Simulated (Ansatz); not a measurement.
**Vibrational response of Ta$_{2}$O$_{5}$**

These are results of DFT PBEsol, scalar-relativistic, plane waves, PAW in Ansatz 0.2.0, not measurements. Cutoff 420 eV, 10×10×6 k-points (Γ-centred), fixed occupations. No spin polarisation. Phonons by linear response, acoustic sum rule imposed.

Equilibrium structure at this level:
```xyz
7
Lattice="3.6700 0.0000 0.0000 0.0000 3.8590 0.0000 0.0000 0.0000 6.4333" Properties=species:S:1:pos:R:3 pbc="T T T"
Ta    1.8350    0.0000    3.2166
Ta    0.0000    0.0000    0.0000
O     0.0000    0.0000    2.0635
O     0.0000    0.0000    4.3698
O     1.8350    1.9295    3.2166
O     1.8350    0.0000    0.0000
O     0.0000    1.9295    0.0000
```

Spin–orbit coupling is left out, which can shift energies with elements as heavy as these.

(1) Is this structure stable against zone-centre distortions?

(2) List the optical modes at Γ without the LO field (i marks imaginary ones).

Answers

(1) No: 4 of the 18 optical modes are imaginary.

(2)
| frequency (cm⁻¹) | degeneracy | IR intensity of the level ((D/Å)²/amu) |
| --- | --- | --- |
| 395i | 1 | 16.83 |
| 293i | 1 | 68.61 |
| 272i | 1 | 38.54 |
| 142i | 1 | 25.53 |
| 52 | 1 | 7.36 |
| 93 | 1 | 0.13 |
| 103 | 1 | 2.86 |
| 153 | 1 | 92.86 |
| 200 | 1 | 12.90 |
| 208 | 1 | 0.71 |
| 277 | 1 | 0.00 |
| 300 | 1 | 0.00 |
| 304 | 1 | 5.87 |
| 381 | 1 | 23.72 |
| 439 | 1 | 25.18 |
| 579 | 1 | 64.87 |
| 772 | 1 | 0.00 |
| 871 | 1 | 67.97 |

Cost: 1 run of about 23 core-minutes, on Intel Xeon Platinum 8488C (Sapphire Rapids) (shared hosts).